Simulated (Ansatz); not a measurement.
Ca:
```
Ca
1.0
    3.44849     0.00000     0.00000
    0.00000     3.44849     0.00000
    0.00000     0.00000     3.44849
Ca
1
Direct
  0.00000   0.00000   0.00000
```

Relaxed with PBEsol. Special points in fractions of this cell's reciprocal vectors: Γ (0.000, 0.000, 0.000); X (0.000, 0.500, 0.000); M (0.500, 0.500, 0.000); R (0.500, 0.500, 0.500).

**Question.** List the band energies nearest the Fermi level at these points for PBEsol in the plane-wave PAW code Ansatz.

**Answer.** In eV from the Fermi level; about four levels below and three above (degenerate sets whole), none deeper than 8.9 eV; points with the same levels are listed once.

| k | below | above |
|---|---|---|
| Γ | -3.94 | 0.79 0.79 4.26 4.26 4.26 |
| X | -1.20 -0.49 | 1.32 2.95 2.95 |
| M | -0.46 | 0.93 2.49 2.49 |
| R | – | 0.65 0.65 0.65 |

Space group Pm-3m (simple cubic). This is a known high-pressure phase of the composition, computed here at zero pressure and temperature. The cell was relaxed with PBEsol under the symmetry of its start. At this level the phase is mechanically unstable.

Potentials: the earlier of the program's two PAW sets.
